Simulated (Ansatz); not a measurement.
**Is this Cu₅Ni structure a true minimum?**

It was reached by relaxing an invented guess, and it needn't be the stable form of this composition.

All numbers below come from Ansatz, DFT PBE, scalar-relativistic, plane waves, PAW. Plane waves to 420 eV, a k mesh through Γ of 12×12×10 on the computed 6-atom cell and Gaussian smearing (0.10 eV); no spin polarisation.

The cell below (6 atoms, space group P-62m (No. 189)) is relaxed within its symmetry.

```xyz
6
Lattice="4.4095 0.0000 0.0000 -2.2047 3.8187 0.0000 0.0000 0.0000 4.1870" Properties=species:S:1:pos:R:3 pbc="T T T"
Cu    0.7267    1.2586    0.0000
Cu   -1.4781    2.5601    0.0000
Cu    2.9561    0.0000    0.0000
Cu    2.2047    1.2729    2.0935
Cu    0.0000    2.5458    2.0935
Ni    0.0000    0.0000    2.0935
```

For the test a repeat of it with 12 atoms (edges 4.41, 4.41, 8.37 Å) was strained at random (σ = 1.5 % a component), the atoms were moved at random (σ = 0.10 Å), and all was relaxed again on a coarse 6×6×4 mesh (in the run’s order of axes) with 0.20 eV smearing, with no symmetry imposed.

Trial moments died out on the coarse mesh, so the last step has no spin; another magnetic start might hold.

Problem. Is the structure stable against such a distortion?

Solution. It returns, within 1 meV/atom of the unmoved cell on that mesh and with the same symmetry when read at 0.1 Å. No instability shows in this cell; modes of other wave vectors, which need another repeat, aren't tested.
